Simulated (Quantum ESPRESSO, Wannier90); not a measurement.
## Wannier functions of LiH (rock salt)

```
LiH
1.0
    0.00000     2.00862     2.00862
    2.00862     0.00000     2.00862
    2.00862     2.00862     0.00000
Li H
1 1
Cartesian
  0.00000   0.00000   0.00000
  2.00862   2.00862   2.00862
```

Materials Project entry mp-23703; symmetrised, unrelaxed at this level. COD (Crystallography Open Database) has an entry of this formula and space group (matched by these alone). Computed values, not measurements, from PBEsol: Quantum ESPRESSO (norm-conserving PseudoDojo potentials, cutoff 60 Ry, no spin polarisation, no spin-orbit coupling) on a Γ-centred 12×12×12 mesh, then Wannier90. Density: 14×14×14 mesh, cold smearing 0.01 Ry.

Base run: 5 functions from bands 2-12 of the 12 computed, start hydrogen-like Li: s;p; H: s, centres 0.05 Å off the atoms, frozen window up to 4.26 eV relative to the valence-band maximum, outer window open. One thing is changed at a time; window edges are relative to the valence-band maximum. The misfit compares interpolated bands with pw.x on a high-symmetry path, for states up to 3.8 eV relative to the valence-band maximum. Converged means that the tolerances were met: symmetric starts can stop on a saddle, which shows as a larger Ω_OD at equal Ω_I and can move the misfit too.

| setting | functions | frozen to (eV) | Ω_I (Å²) | Ω_D (Å²) | Ω_OD (Å²) | rms misfit (meV) | worst (meV) | ended |
|---|---|---|---|---|---|---|---|---|
| base | 5 | 4.26 | 3.89 | 0.00 | 1.12 | 19 | 130 | converged |
| frozen window to 6.26 eV | 5 | 6.26 | 4.52 | 0.02 | 1.33 | 3.9 | 17 | converged |
| frozen window to 2.26 eV | 5 | 2.26 | 3.76 | 0.00 | 1.09 | 251 | 1061 | converged |
| frozen window to 8.26 eV | 5 | 8.26 | 5.07 | 0.03 | 1.52 | 3.3 | 12 | converged |
| no frozen window | 5 | none | 3.67 | 0.00 | 1.07 | 521 | 1433 | converged |
| outer window to 17.38 eV | 5 | 4.26 | – | – | – | – | – | stops: too few bands in the window |
| outer window to 23.38 eV | 5 | 4.26 | 6.43 | 0.02 | 1.88 | 2.0 | 7.5 | converged |
